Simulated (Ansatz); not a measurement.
NaAu$_{2}$:
```
NaAu2
1.0
    0.00000     3.92545     3.92545
    3.92545     0.00000     3.92545
    3.92545     3.92545     0.00000
Na Au
2 4
Cartesian
  3.92545   3.92545   3.92545
  5.88818   5.88818   5.88818
  0.98136   0.98136   0.98136
  0.98136   2.94409   2.94409
  2.94409   2.94409   0.98136
  2.94409   0.98136   2.94409
```

Relaxed with r²SCAN. Special points in fractions of this cell's reciprocal vectors: Γ (0.000, 0.000, 0.000); X (0.500, 0.000, 0.500); U (0.625, 0.250, 0.625); K (0.375, 0.375, 0.750); L (0.500, 0.500, 0.500); W (0.500, 0.250, 0.750).

Question: List the band energies nearest the Fermi level at these points for the program Ansatz at the r²SCAN level (PAW).

Answer: In eV from the Fermi level; about four levels below and three above (degenerate sets whole), none deeper than 8.9 eV; points with the same levels are listed once.

```json
[
 {"k": "Γ", "below": "-3.19 -3.19 -1.58 -1.58 -1.58", "above": "0.22 1.12 1.12 1.12"},
 {"k": "X", "below": "-3.28 -3.28 -3.20 -3.20", "above": "0.58 0.58 0.95 0.95"},
 {"k": "U", "below": "-3.29 -3.13 -2.82 -1.38", "above": "0.77 1.12 3.71"},
 {"k": "L", "below": "-3.28 -3.28 -3.16 -3.16 -1.58", "above": "0.63 1.95 1.95"},
 {"k": "W", "below": "-2.71 -2.71 -1.04 -1.04", "above": "3.67 3.67 4.32 4.32"}
]
```

Space group Fd-3m (cubic Laves (MgCu2 type)). The workflow started from an entry of the Crystallography Open Database (COD). Whether it is the stable phase at ambient conditions was not checked. Symmetry was held in the r²SCAN relaxation; its stability against distortions is not shown here. Scalar-relativistic: spin–orbit coupling is off unless named, which matters more the heavier the elements.

Potentials: the later of the program's two PAW sets.
